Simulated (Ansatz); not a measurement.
The relaxed structure here is a generated cell of Al: the first start was made by a random draw of sites in a space group, and the end was not matched to a known phase here, so it may be hypothetical. Known forms of Al include space group No. 225.

A relaxed structure of Al. Space group P6/mmm (No. 191). Method: PBE (plane waves to 420 eV, PAW, scalar-relativistic; Ansatz, a first-principles code).

Space group P6/mmm (No. 191); a = b = 5.436 Å, c = 2.722 Å, α = β = 90.00°, γ = 120.00°

```
atom  site  symmetry       x       y       z
----  ----  --------  ------  ------  ------
Al      3f       mmm  0.0000  0.5000  0.0000
```

Volume per atom: 23.22 Å³
Band gap: no gap (metallic)
Shortest distances: Al–Al 2.72 Å
k-mesh: 10×10×17

Band energies at high-symmetry points (eV from the Fermi level; labels of this space group; no spin-orbit coupling), from −5 eV up to 1.8 eV:

| point | energies |
|---|---|
| Γ | -4.00 -3.30 -3.30 -1.54 -1.54 |
| M | -4.18 -2.85 |
| K | -0.42 -0.42 1.05 |
| A | -4.87 -3.83 -0.64 0.90 0.90 |
| L | -3.84 -2.88 -2.86 -1.89 0.44 0.53 0.78 |
| H | -3.33 -3.33 -2.36 -2.36 -0.67 -0.06 |

No spin polarisation in the result.

The run could not lower the symmetry of its start; a shaken copy of this end point relaxes with PBE to C2/m (No. 12), 0.47 eV/atom lower.
